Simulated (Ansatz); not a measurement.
NbP:
```yaml
crystal:
  lattice:
    - [3.10948, 0.00000, 0.00000]
    - [0.00000, 3.10948, 0.00000]
    - [0.00000, 0.00000, 3.10948]
  atoms:
    - { symbol: Nb, position: [0.00000, 0.00000, 0.00000] }
    - { symbol: P, position: [0.50000, 0.50000, 0.50000] }
```

Relaxed with PBE. Special points in fractions of this cell's reciprocal vectors: Γ (0.000, 0.000, 0.000); X (0.000, 0.500, 0.000); M (0.500, 0.500, 0.000); R (0.500, 0.500, 0.500).

Q: List the band energies nearest the Fermi level at these points for plane-wave PAW PBE (Ansatz code).

A: In eV from the Fermi level; about four levels below and three above (degenerate sets whole), none deeper than 8.9 eV; points with the same levels are listed once.

```
k                          below           above
-  -----------------------------  --------------
Γ                    -3.31 -3.31  0.04 0.04 0.04
X        -7.60 -2.47 -2.47 -2.12  2.31 3.50 4.84
M  -4.56 -4.56 -2.75 -0.25 -0.25  1.62 2.42 3.78
R        -8.24 -6.57 -6.57 -6.57  3.55 3.55 3.55
```

Space group Pm-3m (CsCl type). The cell is a constructed one: a structure type filled with these elements; neither database checked (COD, Materials Project) lists it. COD files the formula under space group No. 141, so this cell is another polymorph or a model. Its standing as an ambient phase is unchecked. The PBE relaxation kept the symmetry of its start; whether a distortion lowers the energy is not shown. No spin polarisation was allowed. Spin–orbit coupling is left out wherever it is not named.

Potentials: the earlier of the program's two PAW sets.
